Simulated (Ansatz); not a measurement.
Yb (fcc, Cu type)

```
Yb
1.0
    0.00000     2.61182     2.61182
    2.61182     0.00000     2.61182
    2.61182     2.61182     0.00000
Yb
1
Cartesian
  0.00000   0.00000   0.00000
```

The slice is a {100} plane (indices of the conventional cell) through the point (0.000, 0.000, 0.000) (fractional), spanned by u = [100] and v = [0 1 -1] in vectors of this cell: u (3.69 Å) and v (3.69 Å, at 90° to u). It covers one period; positions are fractions (u, v).

The numbers are results of PBE (plane waves to 420 eV, PAW, scalar-relativistic; Ansatz, an electronic-structure program), not measurements. k mesh 15×15×15. Near the nuclei the fields are pseudised (PAW); where an atom keeps semicore shells as valence, they peak there. The relaxed volume of Yb is well below the measured one. Yb is run without spin polarisation. Yb was relaxed with its symmetry unable to fall. The filling of the f shell was not checked against other fillings, so treat energies with care.

Three fields on this plane, each scaled to ten steps between its own extremes (0 low, 9 high; the total valence density on a logarithmic scale, the potential cut 8 eV below its top; x marks points blanked near nuclei; v = 0 in the bottom row):

Map A
```
|xxxxxxxxx410001222100014xxxxxxxx|
|xxxxxxxxx310001222100013xxxxxxxx|
|xxxxxxxxx210001232100012xxxxxxxx|
|xxxxxxxx42000023332000024xxxxxxx|
|xxxxxxxx31000123432100013xxxxxxx|
|xxxxxxx3100002345432000013xxxxxx|
|xxxxxx320000134565431000023xxxxx|
|xxxx4310000124567654210000134xxx|
|44322100001235677765321000012234|
|11110000012356788876532100000111|
|00000000123567889887653210000000|
|00000001235678899988765321000000|
|00000123456789999999876543210000|
|11112234567889999999887654322111|
|12223345678899999999988765433222|
|22233456778999999999998776543322|
|12223345678899999999988765433222|
|11112234567889999999887654322111|
|00000123456789999999876543210000|
|00000001235678899988765321000000|
|00000000123567889887653210000000|
|11110000012356788876532100000111|
|44322100001235677765321000012234|
|xxxx4310000124567654210000134xxx|
|xxxxxx320000134565431000023xxxxx|
|xxxxxxx3100002345432000013xxxxxx|
|xxxxxxxx31000123432100013xxxxxxx|
|xxxxxxxx42000023332000024xxxxxxx|
|xxxxxxxxx210001232100012xxxxxxxx|
|xxxxxxxxx310001222100013xxxxxxxx|
|xxxxxxxxx410001222100014xxxxxxxx|
|xxxxxxxxx410001121100014xxxxxxxx|
```

Map B
```
|xxxxxxxxx964211000112469xxxxxxxx|
|xxxxxxxxx964211000112469xxxxxxxx|
|xxxxxxxxx853210000012358xxxxxxxx|
|xxxxxxxx97532100000123579xxxxxxx|
|xxxxxxxx86421100000112468xxxxxxx|
|xxxxxxx9753210000000123579xxxxxx|
|xxxxxx975321100000001123579xxxxx|
|xxxx9875421100000000011245789xxx|
|99987653221100000000011223567899|
|66655432111000000000001112345566|
|44433221110000000000000111223344|
|22222111000000000000000001112222|
|11111100000000000000000000011111|
|11100000000000000000000000000011|
|00000000000000000000000000000000|
|00000000000000000000000000000000|
|00000000000000000000000000000000|
|11100000000000000000000000000011|
|11111100000000000000000000011111|
|22222111000000000000000001112222|
|44433221110000000000000111223344|
|66655432111000000000001112345566|
|99987653221100000000011223567899|
|xxxx9875421100000000011245789xxx|
|xxxxxx975321100000001123579xxxxx|
|xxxxxxx9753210000000123579xxxxxx|
|xxxxxxxx86421100000112468xxxxxxx|
|xxxxxxxx97532100000123579xxxxxxx|
|xxxxxxxxx853210000012358xxxxxxxx|
|xxxxxxxxx964211000112469xxxxxxxx|
|xxxxxxxxx964211000112469xxxxxxxx|
|xxxxxxxxx964211000112469xxxxxxxx|
```

Map C
```
|xxxxxxxxx000245565542000xxxxxxxx|
|xxxxxxxxx000245565542000xxxxxxxx|
|xxxxxxxxx001345666543100xxxxxxxx|
|xxxxxxxx00023566666532000xxxxxxx|
|xxxxxxxx00134566766543100xxxxxxx|
|xxxxxxx0002456677766542000xxxxxx|
|xxxxxx000134667777766431000xxxxx|
|xxxx0000134567788877654310000xxx|
|00000001345677888887765431000000|
|00000123456778888888776543210000|
|00012344567788999998877654432100|
|22233456677889999999887766543322|
|44445566778899999999988776655444|
|55556667788999999999998877666555|
|55566677888999999999998887766655|
|56666777888999999999998887776666|
|55566677888999999999998887766655|
|55556667788999999999998877666555|
|44445566778899999999988776655444|
|22233456677889999999887766543322|
|00012344567788999998877654432100|
|00000123456778888888776543210000|
|00000001345677888887765431000000|
|xxxx0000134567788877654310000xxx|
|xxxxxx000134667777766431000xxxxx|
|xxxxxxx0002456677766542000xxxxxx|
|xxxxxxxx00134566766543100xxxxxxx|
|xxxxxxxx00023566666532000xxxxxxx|
|xxxxxxxxx001345666543100xxxxxxxx|
|xxxxxxxxx000245565542000xxxxxxxx|
|xxxxxxxxx000245565542000xxxxxxxx|
|xxxxxxxxx000245555542000xxxxxxxx|
```

Task: Assign the maps to these fields: electron localisation function (ELF); valence electron density; electrostatic potential energy of an electron, from the cell's mean.

Result: A is the electron localisation function (ELF); B is the valence electron density; C is the electrostatic potential energy of an electron, from the cell's mean.
